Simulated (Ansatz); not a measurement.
BiPbIO2: computed property card

BiPbIO2:
Space group I4mm (No. 107); a = b = 4.021 Å, c = 13.809 Å, α = β = γ = 90.00°

```csv
atom,site,symmetry,x,y,z
Bi,2a,4mm,0.0000,0.0000,0.3339
Pb,2a,4mm,0.0000,0.0000,0.6611
I,2a,4mm,0.0000,0.0000,0.9915
O,4b,2mm.,0.0000,0.5000,0.2568
```
(The calculation used a cell of 5 atoms; values per cell refer to that cell.)

Space group I4mm (No. 107); conventional cell a = b = 4.0211 Å, c = 13.8088 Å, α = β = γ = 90.00°.

Method: the program Ansatz at the r²SCAN+D4 level (PAW). The cell and atoms are relaxed at this level. Other levels are named where they apply.

Cell and energy:

| Item | Result |
|---|---|
| Volume per atom | 22.33 Å³ |
| Density | 8.55 g/cm³ |
| Formation energy from the elements (no fitted shifts) | -1.21 eV/atom |

Electronic structure:

| Quantity | Value |
|---|---|
| Band gap | 2.18 eV (indirect) |
| Valence-band maximum | on the G–M line, 64 % of the way from G |
| Conduction-band minimum | at Γ |
| Smallest direct gap on the standard path | 2.61 eV |
| Electron effective mass | 0.23, 0.23, 1.3 mₑ (principal values) |
| Hole effective mass | 0.88, 1.6, 28 mₑ (principal values) |

Charges:

| Property | Result |
|---|---|
| Bader charges | Bi +1.82, Pb +1.31, I -0.64, O -1.25 e |

The first step of the workflow began from a Materials Project structure, measured or hypothetical; the Crystallography Open Database copy checked does not list it. Whether it is the stable phase at ambient conditions was not checked. The cell was relaxed with r²SCAN+D4 under the symmetry of its start; whether a distortion lowers the energy is not shown. The references are the lowest solids computed at this level, not always the standard phases (solids in place of the gases). Scalar-relativistic: spin–orbit coupling is off unless named, which matters more the heavier the elements.

Potentials: the later of the program's two PAW sets.
